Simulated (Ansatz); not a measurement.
**PmP in the zincblende structure**

The computed numbers are results of r²SCAN, scalar-relativistic (collinear spin) in the plane-wave PAW code Ansatz at 600 eV, 10×10×10 k-mesh, Gaussian smearing of 0.05 eV. The datasets are Ansatz's generated set soft_2.

```
Pm P
1.0
     0.00000    3.21922    3.21922
     3.21922    0.00000    3.21922
     3.21922    3.21922    0.00000
Pm P
1 1
Direct
  0.00000 0.00000 0.00000
  0.25000 0.25000 0.25000
```

This is a trial structure: such lanthanide and actinide compounds mostly take the rock-salt structure.

Magnetic state: ferromagnetic, site spin moments Pm 4.03; P -0.10 μB.

**Question.** Which orbitals make up the states within about 0.6 eV of each band edge?

**Answer.** Valence edge: P 3p 69 %, Pm 5d 20 %, Pm 4f 8 %. Conduction edge: Pm 4f 95 %. Shares are among the projected shells; the gap is 0.81 eV.

Density of states (tetrahedra, averaged over 0.5 eV; states/eV per cell of 2 atoms; energy in eV from the Fermi level):

| E (eV) | DOS |
| --- | --- |
| -2.60 | 8.0 |
| -2.10 | 1.5 |
| -1.60 | 2.8 |
| -1.10 | 5.5 |
| -0.60 | 2.2 |
| -0.10 | 0.0 |
| 0.40 | 5.8 |
| 0.90 | 0.2 |
| 1.40 | 0.4 |
| 1.90 | 7.1 |
| 2.40 | 2.2 |
| 2.90 | 8.1 |
| 3.40 | 2.5 |
| 3.90 | 3.2 |

Formal charges Pm³⁺, P³⁻ leave Pm³⁺ with an open 4f⁴ shell. A part-filled shell gives a gap only if something splits it: here exchange and the crystal field leave a filled sub-band, and the gap is 0.81 eV.

Without a U the empty f levels lie too low, so this edge is partly the functional's doing; with a U it could pass to the Pm d band and the gap widen.

Hund's first rule gives Pm³⁺ with 4 f electrons 4 unpaired spins, a spin moment of 4 μB; the run has 4.03 μB on Pm (atomic spheres) and 4.21 f electrons on orthogonalised orbitals. The moment is close to the ion's, so in this run the shell is localised and nearly fully polarised. Without spin–orbit coupling the orbital moment, which opposes the spin in such a shell (free ion: L = 6 beside 2S = 4), is missing, so this isn't the moment that neutrons would see.

Semilocal functionals without a U place occupied f levels too high and empty ones too low, so gaps that touch them come out too small. These numbers lack spin–orbit coupling. The run wasn't fully tested for a lower electronic state. Site moments are of spin, integrated over atomic spheres. No antiparallel order was tried.

A lower state of the open shells can't be excluded, and forces and pressures are less sure for it.
